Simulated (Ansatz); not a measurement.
## Data sheet: ZnSe (DFT)

ZnSe:
```cif
data_SeZn
_chemical_formula_sum 'Zn1 Se1'
_space_group_name_H-M_alt 'P 1'
_space_group_IT_number 1
_cell_length_a 3.69104
_cell_length_b 3.69104
_cell_length_c 3.31970
_cell_angle_alpha 90.000
_cell_angle_beta 90.000
_cell_angle_gamma 120.000
loop_
_space_group_symop_operation_xyz
  'x, y, z'
loop_
_atom_site_label
_atom_site_type_symbol
_atom_site_fract_x
_atom_site_fract_y
_atom_site_fract_z
_atom_site_occupancy
Zn1 Zn 0.00000 0.00000 0.00000 1
Se1 Se 0.66667 0.33333 0.50000 1
```

Space group P-6m2 (No. 187); conventional cell a = b = 3.6910 Å, c = 3.3197 Å, α = β = 90.00°, γ = 120.00°.

Method: plane-wave PAW r²SCAN (Ansatz code). The cell and atoms are relaxed at this level. Other levels are named where they apply.

### Cell and energy

```json
{
  "volume_per_atom": "19.58 Å³",
  "density": "6.12 g/cm³",
  "Formation energy from the elements (no fitted shifts)": "-0.26 eV/atom"
}
```

### Electronic structure

```json
{
 "electronic_character": "metallic (no gap)",
 "Density of states at the Fermi level": "0.33 states/eV per atom (mean over ±0.08 eV)",
 "Gap with spin–orbit coupling": "none (metallic)"
}
```

### Mechanics

```json
{
  "Bulk modulus (Birch–Murnaghan fit)": "69.3 GPa",
  "Pressure derivative B′": "4.4"
}
```

### Charges

```json
{
  "bader_charges": "Zn +0.83, Se -0.83 e"
}
```

A made-up cell: these elements were put on the sites of a structure type; neither database checked (COD, Materials Project) lists it. It is not the phase usual at ambient conditions (space group No. 216). The cell was relaxed with r²SCAN under the symmetry of its start; its stability against distortions is not shown here. The references are the lowest solids computed at this level, not always the standard phases. Spin–orbit coupling is left out wherever it is not named.

Potentials: the earlier of the program's two PAW sets.
